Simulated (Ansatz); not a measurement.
LiNbO2: pressure against volume

LiNbO2, P6_3/mmc, a = 2.903 Å, c = 10.435 Å. The structure is a COD entry; whether it is the stable form wasn't checked. Ansatz: r2SCAN, PAW, 500 eV, Γ-centred 12×12×4 mesh on 8 atoms, Gaussian smearing 0.02 eV; no spin polarisation. Shape and atoms are relaxed at each volume; pressure is positive in compression.

```tsv
V (Å³/atom)	P (GPa)
8.380	?
8.665	18.46
8.951	11.24
9.237	5.14
9.522	-0.02
9.808	-4.37
10.094	-8.07
10.475	-12.14
```

**Question.** Take V0 = 9.522 Å³/atom, count pressures from its P0 = -0.02 GPa, fit the third-order Birch–Murnaghan form to the other rows, and predict the missing pressure.

**Answer.** With the Eulerian strain f = ½[(V0/V)^(2/3) − 1] and y = (P − P0)/[3f(1 + 2f)^(5/2)], the form is the line y = B0 + 1.5 B0 (B0′ − 4) f. Rows (f, y): 0.03245, 162.2; 0.02104, 160.9; 0.01023, 159.8; -0.00977, 155.9; -0.01907, 155.1; -0.03081, 153.7. Means f = 0.0006783, y = 157.93; Σ(Δf)² = 0.003006, ΣΔfΔy = 0.4243; the slope is their ratio. y = 157.8 + 141.2 f GPa, so B0 = 157.8 GPa and B0′ = 4 + 2 × (141.2)/(3 × 157.8) = 4.60. At V = 8.380, f = 0.04445, y = 164.08 and P = 27.05 GPa. The run gave 27.05 GPa, the same to the digits shown.